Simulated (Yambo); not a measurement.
Yambo run on RbBH4 (space group F-43m, No. 216). The wavefunctions are norm-conserving PBEsol (Quantum ESPRESSO, 76 Ry, no spin-orbit coupling) ones on a 4×4×4 mesh (8 occupied bands); a = 4.8836 Å, b = 4.8836 Å, c = 4.8836 Å, α = 60.00°, β = 60.00°, γ = 60.00°.

Yambo input:

```
rim_cut
gw0
dyson
el_el_corr
HF_and_locXC
ppa
em1d
RandQpts= 1000000
RandGvec= 1 Ry
EXXRLvcs= 76 Ry
VXCRLvcs= 304 Ry
Chimod= "HARTREE"
% BndsRnXp
 1 | 143 |
%
NGsBlkXp= 8 Ry
% LongDrXp
 1.0 | 1.0 | 1.0 |
%
PPAPntXp= 27.2114 eV
% GbndRnge
 1 | 47 |
%
GTermKind= "BG"
DysSolver= "n"
ExtendOut
% QPkrange
 1 | 1 | 8 | 8 |
 7 | 7 | 8 | 9 |
%
```

k points by index: 1 = Γ, 7 = X.

Table of the .qp output:

```
#    K-point    Band    Eo [eV]    E [eV]    E-Eo [eV]    Vxc [eV]    Vnlxc [eV]    Sc|Eo [eV]    Sc|E [eV]    dSc/dw|Eo [eV]    Re(Z)    Im(Z)
#
    1    8    0.000000    -2.140026    -2.140026    -12.26060    -16.59969    1.742986    2.199063    -5.798872    0.824329    -0.001318
    7    8    -0.109423    -2.259735    -2.150312    -12.20741    -16.55776    1.743998    2.200033    -5.770600    0.825036    -0.001317
    7    9    5.908613    6.883749    0.975136    -6.803740    -2.997272    -2.698616    -2.831332    -3.703146    0.880213    -0.890280E-3
```
(The two width columns are left out.) Convergence of these settings isn't established.

Geometry of the Materials Project entry, not relaxed at this level.

The structure is a Materials Project entry; no match was found in the copy of COD used, and its stability was not checked.
